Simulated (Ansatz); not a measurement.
# Zone-centre phonons of HfSi at -0.3 GPa: input and output

The calculation used Ansatz, DFT LDA, scalar-relativistic, plane waves, PAW.

Launched with:
```bash
ansatz run input.yaml --threads 4 --pin off --max-ram 12288MiB --backend cpu --events-out ev --progress --plain --runs-dir out
```

Input (bare energies are in eV):
```yaml
crystal:
  lattice:
    - [0.0, 2.6272, 2.6272]
    - [2.6272, 0.0, 2.6272]
    - [2.6272, 2.6272, 0.0]
  atoms:
    - { symbol: Hf, position: [0.0, 0.0, 0.0] }
    - { symbol: Si, position: [0.5, 0.5, 0.5] }
basis:
  ecutwfc: 420
kpoints:
  mp_grid: { grid: [10, 10, 10] }
hamiltonian:
  xc: lda
scf:
  occupations: { method: fermi_dirac, width: 0.15 }
output:
  eigenvalues: true
phonons:
  method: dfpt
  eigenvectors: true
```

Results section of the output:
```
--- Phonons (Γ-DFPT): 2 representative perturbations + reference, on 102 of 1000 k-points (Σ response iterations 7) ---
  k mesh reduced under 8 symmetry operations, with k and −k counted as one. Each operation leaves every solved perturbation unchanged. A smaller set is not used because it would not reduce the number of displacements ...
  ASR residual: 3.745e-4 → 0.000e0 eV/Å²; symmetrization residual: 1.047e-7 eV/Å²
  ASR residual per site (eV/Å²): 3.74e-4 1.24e-5
  Γ frequencies (cm⁻¹): 0.00 0.00 0.00 356.12 356.12 356.12
  non-analytic LO–TO correction: not included (Born effective charges unavailable; polar crystals: no LO–TO splitting at Γ)
```

Time: 10 s on 4 threads of Oxide Virtual Turin-like Processor (Zen 5), with other jobs on the host, peak memory 0.58 GiB.

The cell is the ideal cubic rocksalt prototype; whether it is the stable structure of this composition wasn't checked. In a metal, frequencies and elastic constants depend on the k mesh and the smearing, soft modes and shear constants most. Spin–orbit coupling is left out, which can shift energies with elements as heavy as these.